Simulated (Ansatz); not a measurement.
Q: Each is relaxed and computed with PBE in the plane-wave PAW code Ansatz. Which is the only metal?
(A) SiSe2, anatase
(B) SiC, zinc blende
(C) Si2Rh, Fddd (Si on 16f, Rh on 8a)
(D) SiGe, Pmma (Si on 2e, Si on 2f, Ge on 2e, Ge on 2f)

A: C, Si2Rh, Fddd (Si on 16f, Rh on 8a). Si2Rh: metal; SiC: gap 1.37 eV (indirect); SiSe2: gap 0.31 eV (indirect); SiGe: gap 0.37 eV (indirect). Constructed cells (a structure type filled with these elements, in neither database checked): Si2Rh, Fddd (Si on 16f, Rh on 8a); SiSe2, anatase. Typed or built starts, not in the databases checked: SiGe, Pmma (Si on 2e, Si on 2f, Ge on 2e, Ge on 2f). All cells were relaxed under the symmetry of their starts (and spin orders); stability against distortions was not tested throughout. Rows with no word on spin ran without spin polarisation. Scalar-relativistic: spin–orbit coupling is off unless named, which matters more the heavier the elements.

Potentials: the later of the program's two PAW sets.
